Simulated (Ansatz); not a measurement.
Starting structure of a cell relaxation (symmetry kept):

```
CELL_PARAMETERS angstrom
5.14000 0.00000 0.00000
-2.57000 4.45137 0.00000
0.00000 0.00000 9.48000
ATOMIC_POSITIONS crystal
Ti 0.66673 0.99997 0.12500
Ti 0.00003 0.66677 0.12500
Ti 0.33323 0.33327 0.12500
Ti 0.99997 0.66673 0.62500
Ti 0.66677 0.00003 0.62500
Ti 0.33327 0.33323 0.62500
Ti 0.33327 0.00003 0.87500
Ti 0.99997 0.33323 0.87500
Ti 0.66677 0.66673 0.87500
Ti 0.00003 0.33327 0.37500
Ti 0.33323 0.99997 0.37500
Ti 0.66673 0.66677 0.37500
O 0.33333 0.66667 0.75000
O 0.66667 0.33333 0.25000
```

All numbers below come from DFT PBEsol, scalar-relativistic, plane waves, PAW (Ansatz).

Plane waves to 420 eV, a k mesh through Γ of 12×12×4 on the computed 14-atom cell and Gaussian smearing (0.10 eV); no spin polarisation.

Problem. What does it relax to?

Solution. The volume falls by 0.69 Å³/atom to 14.80 Å³/atom, and the energy falls by 29.2 meV/atom. Final structure:
```yaml
crystal:
  lattice:
    - [5.05341, 0.00000, 0.00000]
    - [-2.52670, 4.37638, 0.00000]
    - [0.00000, 0.00000, 9.37063]
  atoms:
    - { symbol: Ti, position: [0.66812, 0.00414, 0.11950] }
    - { symbol: Ti, position: [0.99586, 0.66398, 0.11950] }
    - { symbol: Ti, position: [0.33602, 0.33188, 0.11950] }
    - { symbol: Ti, position: [0.00414, 0.66812, 0.61950] }
    - { symbol: Ti, position: [0.66398, 0.99586, 0.61950] }
    - { symbol: Ti, position: [0.33188, 0.33602, 0.61950] }
    - { symbol: Ti, position: [0.33188, 0.99586, 0.88050] }
    - { symbol: Ti, position: [0.00414, 0.33602, 0.88050] }
    - { symbol: Ti, position: [0.66398, 0.66812, 0.88050] }
    - { symbol: Ti, position: [0.99586, 0.33188, 0.38050] }
    - { symbol: Ti, position: [0.33602, 0.00414, 0.38050] }
    - { symbol: Ti, position: [0.66812, 0.66398, 0.38050] }
    - { symbol: O, position: [0.33333, 0.66667, 0.75000] }
    - { symbol: O, position: [0.66667, 0.33333, 0.25000] }
```

Spin polarisation was left out, and a magnetic state may lie lower.

Cost: 1 run of about 24 core-minutes, on AMD EPYC (Zen 3) (shared hosts).